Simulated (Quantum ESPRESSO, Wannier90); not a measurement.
**Wannier functions of SnAs (rock salt)**

```
SnAs
1.0
    0.00000     2.87687     2.87687
    2.87687     0.00000     2.87687
    2.87687     2.87687     0.00000
Sn As
1 1
Direct
  0.50000   0.50000   0.50000
  0.00000   0.00000   0.00000
```

Structure: Materials Project mp-2182, symmetrised, not relaxed again. COD (Crystallography Open Database) has an entry of this formula and space group (matched by these alone). Level: LDA, no spin polarisation, no spin-orbit coupling; pw.x of Quantum ESPRESSO at 64 Ry with PseudoDojo potentials, 10×10×10 k-points, Wannier90. Density: 10×10×10 mesh, cold smearing 0.01 Ry. Spin-orbit coupling is left out although heavy elements are present.

Valence charges of the files: Sn 14, As 15. 25 bands were computed.

Isolated groups of bands, relative to the Fermi level (bands from 12 on overlap up to the last one computed):

```csv
bands,from (eV),to (eV),filling,weight on atomic waves
1–5,-35.80,-35.78,filled,As 3d 100 %
6–10,-21.58,-21.49,filled,Sn 4d 100 %
11,-13.16,-10.43,filled,"As 4s 66 %, Sn 5p 20 %, Sn 5s 11 %"
```

Wanted is a model with the orbitals Sn s p, As s p, without the filled groups that are mainly made of other shells (semicore states, and anion s where it isn't named); all higher bands stay in for disentanglement.

Give num_wann, exclude_bands and num_bands, and the number of electrons that the model holds.

Electrons: 1×14 + 1×15 = 29, or 14.5 bands' worth; no gap over 0.05 eV opens at the Fermi level at this level of theory.
num_wann = 1×4 + 1×4 = 8.
exclude_bands = 1-10, 10 bands, so num_bands = 25 − 10 = 15.
The model holds 29 − 2×10 = 9 electrons. With the window frozen to 1.50 eV it follows pw.x to 2.9 meV rms (states up to 1.0 eV relative to the Fermi level).
